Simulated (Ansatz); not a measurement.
Here is the system:

ZrSiS:
```cif
data_S2Si2Zr2
_chemical_formula_sum 'S2 Si2 Zr2'
_space_group_name_H-M_alt 'P4/nmm :1'
_space_group_IT_number 129
_space_group_name_Hall 'P 4ab 2ab -1ab'
_cell_length_a 3.51862
_cell_length_b 3.51862
_cell_length_c 8.02941
_cell_angle_alpha 90.000
_cell_angle_beta 90.000
_cell_angle_gamma 90.000
loop_
_space_group_symop_operation_xyz
  'x, y, z'
  '-y+1/2, x+1/2, z'
  '-x, -y, z'
  'y+1/2, -x+1/2, z'
  'x+1/2, -y+1/2, -z'
  '-y, -x, -z'
  '-x+1/2, y+1/2, -z'
  'y, x, -z'
  '-x+1/2, -y+1/2, -z'
  'y, -x, -z'
  'x+1/2, y+1/2, -z'
  '-y, x, -z'
  '-x, y, z'
  'y+1/2, x+1/2, z'
  'x, -y, z'
  '-y+1/2, -x+1/2, z'
loop_
_atom_site_label
_atom_site_type_symbol
_atom_site_symmetry_multiplicity
_atom_site_Wyckoff_symbol
_atom_site_fract_x
_atom_site_fract_y
_atom_site_fract_z
_atom_site_occupancy
S1 S 2 c 0.50000 0.00000 0.37953 1
Si1 Si 2 a 0.00000 0.00000 0.00000 1
Zr1 Zr 2 c 0.00000 0.50000 0.27101 1
```

This is the PBEsol-relaxed structure.

All from the program Ansatz at the PBEsol level (PAW), unless another level is named. Estimate the electronic character.

metallic (no gap).

What about the formation energy from the elements (no fitted shifts)?

-1.34 eV/atom.

Give the density of states at the Fermi level.

0.07 states/eV per atom (mean over ±0.08 eV).

Give the gap with spin–orbit coupling.

none (metallic).

The workflow started from an entry of the Crystallography Open Database (COD). Its standing as an ambient phase is unchecked. Symmetry was held in the PBEsol relaxation; whether a distortion lowers the energy is not shown. The run is not spin-polarised. The references are the lowest solids computed at this level, not always the standard phases. Spin–orbit coupling is left out wherever it is not named.

Potentials: the later of the program's two PAW sets.
